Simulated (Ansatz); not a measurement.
## Squeezing Br (begun as hcp type, now distorted hcp)

```
CELL_PARAMETERS angstrom
3.74184 0.00000 0.00000
-1.87092 3.24053 0.00000
0.00000 0.00000 4.27816
ATOMIC_POSITIONS crystal
Br 0.33333 0.66667 0.25000
Br 0.66667 0.33333 0.75000
```

The cell comes from a relaxation on PAW files under the same functional, begun from a prototype that needn't be the stable phase.

The start type wasn't kept: the relaxed cell is distorted hcp.

Its volume is scaled, and at each volume shape and atoms are relaxed on PAW files; all methods then take that cell.

All numbers are PBEsol results (scalar-relativistic) from Ansatz 0.2.0, with a Γ-centred 14×14×8 k mesh, Fermi–Dirac smearing of 0.1 eV, no spin polarisation. Methods: LAPW: all electrons, basis error target 1 meV/atom; PAW: frozen-core files, cutoff 420 eV; crystal datasets: all electrons, by PAW datasets that the program makes for each cell; norm-conserving: pseudopotentials, cutoff 626 eV.

Energies are extrapolated to zero smearing and count from the unscaled cell; pressure is positive in compression; gaps take the mesh and a band path. No temperature or zero-point motion is included.

The PAW files were made under PBE. The structure type is held throughout; the real material can change phase at far lower pressure.

```json
{"V/V0": "1.00", "V (Å³/atom)": "25.94", "P LAPW (GPa)": "0.03", "ΔE LAPW (eV/atom)": "0.000", "P PAW − LAPW (GPa)": "-0.02", "ΔE PAW − LAPW (meV/atom)": "0.0", "space group": "P6_3/mmc", "shortest distance (Å)": "3.040"}
{"V/V0": "0.92", "V (Å³/atom)": "23.86", "P LAPW (GPa)": "3.06", "ΔE LAPW (eV/atom)": "0.016", "P PAW − LAPW (GPa)": "-0.02", "ΔE PAW − LAPW (meV/atom)": "-0.1", "space group": "P6_3/mmc", "shortest distance (Å)": "2.980"}
{"V/V0": "0.84", "V (Å³/atom)": "21.79", "P LAPW (GPa)": "7.98", "ΔE LAPW (eV/atom)": "0.083", "P PAW − LAPW (GPa)": "-0.02", "ΔE PAW − LAPW (meV/atom)": "-0.4", "space group": "P6_3/mmc", "shortest distance (Å)": "2.918"}
{"V/V0": "0.76", "V (Å³/atom)": "19.71", "P LAPW (GPa)": "15.96", "ΔE LAPW (eV/atom)": "0.232", "P PAW − LAPW (GPa)": "-0.03", "ΔE PAW − LAPW (meV/atom)": "-0.7", "space group": "P6_3/mmc", "shortest distance (Å)": "2.856"}
{"V/V0": "0.68", "V (Å³/atom)": "17.64", "P LAPW (GPa)": "?", "ΔE LAPW (eV/atom)": "?", "P PAW − LAPW (GPa)": "?", "ΔE PAW − LAPW (meV/atom)": "?", "space group": "?", "shortest distance (Å)": "?"}
{"V/V0": "0.60", "V (Å³/atom)": "15.56", "P LAPW (GPa)": "53.3", "ΔE LAPW (eV/atom)": "1.035", "P PAW − LAPW (GPa)": "0.00", "ΔE PAW − LAPW (meV/atom)": "-1.3", "space group": "P6_3/mmc", "shortest distance (Å)": "2.708"}
```

Question: Fit the Vinet equation to the LAPW pressures shown (residuals weighted by 1/(|P| + 0.03·Pmax)), and predict the pressure of the withheld row.

Answer: The fit gives V0 = 25.97 Å³/atom, B0 = 28.7 GPa and B0′ = 5.37. At 17.64 Å³/atom, x = (V/V0)^(1/3) = 0.8791, and P = 3·B0·(1 − x)/x²·exp[1.5·(B0′ − 1)·(1 − x)] = 29.7 GPa. The run itself gave 29.5 GPa (+0.7 % off) and ΔE = 0.516 eV/atom.

Question: At the smallest volume, how far do crystal datasets and norm-conserving lie from LAPW in pressure?

Answer: crystal datasets: 0.00 GPa; norm-conserving: 0.00 GPa, on a LAPW pressure of 53.3 GPa.

Question: How do the Löwdin populations by LAPW change from the unscaled cell to the last row?

Answer: Br 4p 4.98 → 4.92 electrons an atom. These are projections on the shells that the free atoms fill; 0.05 e a cell lies outside them at the start and 0.19 e at the end.
